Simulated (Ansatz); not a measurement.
**CsCl-type GdO**

Computed with Ansatz (plane waves, PAW, 420 eV cutoff): PBE+U (U_eff = 6 eV on Gd 4f) with spin–orbit coupling, two-component spinors, 10×10×10 k-mesh, Gaussian smearing of 0.05 eV; PAW files: Ansatz's generated set soft_2.

```
CELL_PARAMETERS angstrom
3.03252 0.00000 0.00000
0.00000 3.03252 0.00000
0.00000 0.00000 3.03252
ATOMIC_POSITIONS crystal
Gd 0.00000 0.00000 0.00000
O 0.50000 0.50000 0.50000
```

This is a trial structure; measured cells of the compound in the Crystallography Open Database are in space group F-43m.

Magnetic state: ferromagnetic, site spin moments Gd 6.92; O 0.08 μB, along [111] (Cartesian), which lowers the symmetry.

The pressure at this geometry is 0.0 GPa.

Task: Which orbitals carry the states at the Fermi level, and how many states are there?

Result: Within 0.1 eV of it: Gd 5d 90 % (shares among the projected shells). The density of states at the Fermi level is about 0.64 states/eV per cell, averaged over 0.3 eV.

Density of states (tetrahedra, averaged over 0.5 eV; states/eV per cell of 2 atoms; energy in eV from the Fermi level):

```
E (eV)  DOS
 -7.60  0.1
 -7.10  0.7
 -6.60  1.8
 -6.10  2.4
 -5.60  1.9
 -5.10  2.1
 -4.60  2.9
 -4.10  0.1
 -3.60  0.0
 -3.10  0.0
 -2.60  0.0
 -2.10  0.2
 -1.60  0.3
 -1.10  0.6
 -0.60  0.6
 -0.10  0.6
  0.40  1.0
  0.90  1.0
  1.40  1.4
  1.90  3.9
  2.40  8.1
  2.90  5.1
  3.40  2.1
```

Of the 7.03 f electrons on Gd, 3.33 have j = 5/2 and 3.70 have j = 7/2, a share of 47 % in j = 5/2. Without spin–orbit coupling the share would be 6/14 = 43 %, in the jj limit 85 %, so the shell stands 11 % of the way to jj coupling; exchange, which aligns spins across both levels, holds it back.

Site moments are of spin, integrated over Gaussian weights of 0.5 Å, which gives about a tenth less on f atoms than spheres do. A U of this size is made for insulators; in a metal, as here, it tends to take f weight out of the bonding and to swell the cell.
